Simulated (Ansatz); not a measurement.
NbSi2 in space group P6_422 (No. 181; Si on 6i, Nb on 3c), DFT-PBE in the program Ansatz with PAW potentials, all energies at zero smearing, with the estimated change up to a 700 eV cutoff added, with one set of potentials and settings (totals compare only within such a set). Cell of 9 atoms (6 Si, 3 Nb): -17476.736 eV.

```tsv
element	reference phase	E (eV/atom)
Si	Fd-3m, 2 atoms in the cell	-635.8096
Nb	Im-3m, 1 atoms in the cell	-4552.2836
```

Formation energy per atom, worked out: (-17476.736 − 6×(-635.8096) − 3×(-4552.2836))/9 = -0.559 eV/atom (-54 kJ per mol of atoms), at 0 K, without zero-point energy or fitted corrections.

The workflow started from an entry of the Crystallography Open Database (COD), which files this formula under 2 space groups. Whether it is the stable phase at ambient conditions was not checked. The PBE relaxation kept the symmetry of its start; whether a distortion lowers the energy is not shown. No spin polarisation was allowed. The references are the lowest solids computed at this level, not always the standard phases.

Potentials: the later of the program's two PAW sets.
